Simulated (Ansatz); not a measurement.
A geometry of In2Ag away from equilibrium: step 2 of the relaxation of a randomly generated symmetric cell of In2Ag (space group No. 129). Method: PBE (plane waves to 420 eV, PAW, scalar-relativistic; Ansatz, an electronic-structure program). Γ-centred k-mesh 8×8×4 on the run's cell (coarser than for final values), Fermi–Dirac smearing 0.05 eV. The plane waves were selected for a different cell earlier on the path.

```yaml
crystal:
  lattice:
    - [4.30706, 0.00000, 0.00000]
    - [0.00000, 4.30706, 0.00000]
    - [0.00000, 0.00000, 8.78266]
  atoms:
    - { symbol: Ag, position: [0.00000, 0.00000, 0.50000] }
    - { symbol: Ag, position: [0.50000, 0.50000, 0.50000] }
    - { symbol: In, position: [0.00000, 0.50000, 0.70649] }
    - { symbol: In, position: [0.50000, 0.00000, 0.29351] }
    - { symbol: In, position: [0.00000, 0.00000, 0.00000] }
    - { symbol: In, position: [0.50000, 0.50000, 0.00000] }
```

Q: What forces act on the atoms (eV/Å)?

A: 
| atom | Fx | Fy | Fz |
|---|---|---|---|
| Ag1 | 0.00 | 0.00 | 0.00 |
| Ag2 | 0.00 | 0.00 | 0.00 |
| In3 | 0.00 | 0.00 | 0.84 |
| In4 | 0.00 | 0.00 | -0.84 |
| In5 | 0.00 | 0.00 | 0.00 |
| In6 | 0.00 | 0.00 | 0.00 |

The path ends in P4/nmm (No. 129). No spin polarisation in the result.

The run could not lose the symmetry of its start: the end is stationary, and may be a saddle point rather than a minimum.

The end of the path is a generated cell of In2Ag: the first start was made by a random draw of sites in a space group, and the end was not matched to a known phase here, so it may be hypothetical.
